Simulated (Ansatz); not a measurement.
Ansatz (a quantum-chemistry and plane-wave program) input:

Ansatz 0.2 input:
```yaml
crystal:
  lattice:
    - [0.0, 2.1011455206, 2.1011455206]
    - [2.1011455206, 0.0, 2.1011455206]
    - [2.1011455206, 2.1011455206, 0.0]
  atoms:
    - { symbol: Mn, position: [0.0, 0.0, 0.0] }
    - { symbol: N, position: [0.75, 0.75, 0.75] }
kpoints:
  mp_grid: { grid: [17, 17, 17] }
hamiltonian:
  xc: pbesol
  pseudopotentials: { kind: paw }
scf:
  occupations: { method: fermi_dirac, width: 0.1 }
phonons:
  method: dfpt
  response_accuracy: low
  eigenvectors: true
  rigid_motions: translations
```

Output (shortened):

```
Pseudopotential: Mn, paw, valence charge 15
Pseudopotential: N, paw, valence charge 5
Functional definition: PBEsol
Crystal: 2 atoms, lattice volume = 18.552 Å³
Basis set: ecut = 420 eV, 339 PW (Γ), exchange–correlation on 40×40×40 points (8 copies of the dense FFT grid, shifted against one another)
Bands: 14, of which v1, the nominal top of the filled ones, is band 10 counted from 1 (9 counted from 0)
Symmetry: 24 space group operations
k-points: 405 of 4913 (irreducible under 8 space group operations, time reversal used)
SCF iter   1: F=—  HF=-4248.154646 eV  |F-HF|=—  |Δ(HF+E_count)|=         —  Δρ=1.92e-2  dr2=6.83e-2  ethr=1.77e-3  ⟨swp⟩=4.1  Hψ=25005  notcnv=0
preconditioner: auto → none
SCF iter   2: F=—  HF=-4248.148557 eV  |F-HF|=—  |Δ(HF+E_count)|=   6.09e-3  Δρ=1.47e-2  dr2=4.05e-2  ethr=3.42e-4  ⟨swp⟩=1.8  Hψ=9447  notcnv=0
SCF iter   3: F=—  HF=-4248.142379 eV  |F-HF|=—  |Δ(HF+E_count)|=   6.18e-3  Δρ=2.13e-3  dr2=7.38e-4  ethr=2.03e-4  ⟨swp⟩=2.1  Hψ=7207  notcnv=0
SCF iter   4: F=—  HF=-4248.142172 eV  |F-HF|=—  |Δ(HF+E_count)|=   2.06e-4  Δρ=5.25e-4  dr2=1.89e-5  ethr=3.69e-6  ⟨swp⟩=2.2  Hψ=8659  notcnv=0
SCF iter   5: F=—  HF=-4248.142172 eV  |F-HF|=—  |Δ(HF+E_count)|=   3.74e-8  Δρ=5.08e-5  dr2=3.35e-7  ethr=9.45e-8  ⟨swp⟩=2.0  Hψ=8473  notcnv=0
SCF iter   6: F=—  HF=-4248.142171 eV  |F-HF|=—  |Δ(HF+E_count)|=   1.05e-6  Δρ=9.85e-6  dr2=9.38e-9  ethr=1.68e-9  ⟨swp⟩=2.2  Hψ=8098  notcnv=0
SCF iter   7: F=—  HF=-4248.142171 eV  |F-HF|=—  |Δ(HF+E_count)|=   1.68e-9  Δρ=3.74e-7  dr2=1.07e-11  ethr=4.69e-11  ⟨swp⟩=2.0  Hψ=7726  notcnv=0
SCF iter   8: F=-4248.142171 eV  HF=-4248.142171 eV  |F-HF|=9.09e-13  |Δ(HF+E_count)|=  5.46e-12  Δρ=2.89e-8  dr2=6.08e-14  ethr=1.00e-12  ⟨swp⟩=5.4  Hψ=24350  notcnv=0
SCF 1 converged in 8 iterations: F = -4248.142171 eV  dr2 = 6.08e-14
DFPT response loops at Γ: preconditioner auto → Kerker (q_TF=auto, 2.763 Å⁻¹) (partly filled bands, converged f_vac=0.000) …
SCF converged after 8 iterations
Free energy (F): -4248.142171 eV
Harris-Foulkes:  -4248.142171 eV  (|F-HF|=9.09e-13)
Internal energy: -4248.092939 eV  (E = F + TS)
E sigma→0 (E₀):  -4248.117555 eV
Entropy (-TS):   -0.049232 eV (-24.616 meV/atom)
Fermi energy:    15.563766 eV
--- Per-component energies (eV) ---
  E_band       = -206.658440
  E_kinetic    = 440.518232
  E_local      = -2083.816971  (includes V_loc(G=0)·N_el)
  E_nonlocal   = 285.685667
  E_hartree    = 843.492183
  E_xc         = -174.084142
  E_vxc        = -223.404779  (∫ρ·V_xc dr)
  E_paw        = -1390.169853  (= ΣΔE_a)
  E_vpaw       = -312.625032  (= ΣTr[D̂ρ^β])
  E_aug_tail   = 0.000081  (compensation charges beyond the density's cutoff)
  E_ewald      = -2169.915884
  E_core_change = 0.197749  (= ΣΔE_core)
  E_smearing   = -0.049232  (= −TS)
  E_closure    =  0.000000  (closes the sum)
  Σ components = -4248.142171   (vs F -4248.142171, Δ=0.00e0)
  [band-id]    e_kinetic+e_local+e_nonlocal+2·e_hartree+e_vxc+e_vpaw+e_augmentation_tail = -206.658437   (vs E_band -206.658440, Δ=3.24e-6)
--- Band table (eV; the first three rows and the last of 405) ---
  k-point 0: bands = ["-63.6877", "-32.5462", "-32.5462", "-32.5462", "-1.7843", "9.5061", "9.5061", "9.5061", "14.8582", "14.8582", "19.1350", "20.2702", "20.2702", "20.2702"]
  k-point 1: bands = ["-63.6870", "-32.5521", "-32.5471", "-32.5471", "-1.7334", "9.4377", "9.5307", "9.5307", "14.8406", "14.8406", "19.2566", "20.1835", "20.2388", "20.2388"]
  k-point 2: bands = ["-63.6851", "-32.5687", "-32.5495", "-32.5495", "-1.5861", "9.2554", "9.5996", "9.5996", "14.7986", "14.7986", "19.3400", "20.1408", "20.1408", "20.1921"]
  k-point 404: bands = ["-63.6618", "-32.6771", "-32.6446", "-32.6090", "0.3250", "8.6882", "10.2133", "11.2453", "13.2478", "14.7459", "15.8856", "16.7836", "17.9629", "25.4809"]
--- Phonons (Γ-DFPT): 2 representative perturbations + reference, on 405 of 4913 k-points (Σ response iterations 6) ---
  ASR residual: 6.406e-4 → 0.000e0 eV/Å²; symmetrization residual: 1.216e-5 eV/Å²
  ASR residual per site (eV/Å²): 6.41e-4 6.79e-5
  Γ frequencies (cm⁻¹): 0.00 0.00 0.00 508.88 508.88 508.88
  non-analytic LO–TO correction: not included (Born effective charges unavailable; polar crystals: no LO–TO splitting at Γ)
```

Cost: around 24 core-seconds (rough) on shared cores.

Space group F-43m (zinc blende). The workflow started from a Materials Project entry (that database holds measured and hypothetical structures alike); the Crystallography Open Database copy checked does not list it. Its standing as an ambient phase is unchecked. The PBEsol relaxation kept the symmetry of its start; its stability against distortions is not shown here. The run is not spin-polarised. As this level gives no gap, phonon frequencies hold no LO–TO term and depend on the k-mesh and smearing (Fermi–Dirac, 0.1 eV here).

Potentials: the later of the program's two PAW sets.

Ansatz is a plane-wave DFT program.
